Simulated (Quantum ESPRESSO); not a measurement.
One change at a time to AgRu6V

All numbers below are calculated, not measured. They come from Quantum ESPRESSO 7.5, a public plane-wave density functional program. Each row is one single-point run on a made-up periodic cell of eight metal atoms, with elements, volume, strain and displacements drawn at random and not relaxed, so a cell may be unstable or far from any real phase. There is no spin polarisation or spin-orbit coupling.

Settings: PBE unless stated; PseudoDojo standard norm-conserving files; Fermi-Dirac width 0.25 eV, which means electrons at about 2900 K; cutoff 1143 eV; 9 x 5 x 3 k mesh shifted half a step off Gamma. E is the free energy of the whole cell (internal energy minus TS), so a -TS column is already part of it. Stress is positive in tension, and the pressure P is minus a third of its trace.

Checks: one run of this series was repeated at a higher cutoff and on a denser mesh, which moved values by no more than 0.003 eV, 0.13 GPa and 0.010 eV/Å, and a second program with other atomic files agreed on it to 2 % rms in force and 0.5 GPa in pressure. Known limits: a spin test at this wide smearing found no moment, but such smearing suppresses magnetism that the real alloy may have.

The lattice is face-centred cubic, and the cell vectors in Å are (0.000, -1.954, -1.954); (1.954, 3.907, -1.954); (7.814, -3.907, 3.907), a volume of 119.28 Å³ in run 1. The elements on sites 1 to 8 are Ru Ru Ag Ru Ru V Ru Ru. Each later run makes one change to run 1 and keeps the rest. E is counted from run 1, and is n/a where other atomic files have another zero of energy.

| run | change | V (Å³) | P (GPa) | -TS (eV) | rms force (eV/Å) | largest change of a force component (eV/Å) | E (eV) |
|---|---|---|---|---|---|---|---|
| 1 | none | 119.28 | -5.83 | -2.040 | 0.878 | 0.000 | 0.000 |
| 2 | sites 6 and 7 exchanged | 119.28 | -5.91 | -2.039 | 0.966 | 0.705 | 0.048 |
| 3 | all lengths scaled by +0.85 % | 122.35 | -10.86 | -2.117 | 0.805 | 0.182 | ? |
| 4 | LDA in place of PBE | 119.28 | -19.86 | -2.034 | 0.792 | 0.210 | n/a |
| 5 | Pd on site 2 | 119.28 | -3.27 | -2.033 | 1.080 | 1.244 | n/a |
| 6 | site 6 moved by -0.22 Å along x | 119.28 | -3.96 | -2.016 | 0.959 | 0.848 | 0.259 |

## Worked estimate

Along a uniform scaling dE = -P dV. The mean of the two pressures is -8.345 GPa and the volume changes by 3.07 Å³, with 160.2 GPa to one eV/Å³. The same two rows give -V dP/dV = 198 GPa for this cell with clamped atoms, which is not the bulk modulus of a real alloy.

## Withheld value

Question: what E should run 3 give?

The estimate is 0.160 eV. The calculation gave 0.160 eV.
